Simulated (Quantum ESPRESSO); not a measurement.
```cif
data_Cd4Se4
_chemical_formula_sum 'Se4 Cd4'
_space_group_name_H-M_alt 'F-43m'
_space_group_IT_number 216
_space_group_name_Hall 'F -4 2 3'
_cell_length_a 6.08290
_cell_length_b 6.08290
_cell_length_c 6.08290
_cell_angle_alpha 90.000
_cell_angle_beta 90.000
_cell_angle_gamma 90.000
loop_
_atom_site_label
_atom_site_type_symbol
_atom_site_symmetry_multiplicity
_atom_site_Wyckoff_symbol
_atom_site_fract_x
_atom_site_fract_y
_atom_site_fract_z
_atom_site_occupancy
Se1 Se 4 d 0.75000 0.75000 0.75000 1
Cd1 Cd 4 a 0.00000 0.00000 0.00000 1
```
(The calculation used a cell of 2 atoms; values per cell refer to that cell.)

Cell and atoms were relaxed with PBEsol from Materials Project entry mp-2691, within its symmetry.

Task: What does PBEsol (Quantum ESPRESSO, PseudoDojo norm-conserving, 102 Ry, no spin-orbit coupling) give for the electronic structure near the Fermi level?

Result: The PBEsol gap is direct, 0.48 eV at Γ. Spin-orbit splittings are left out.
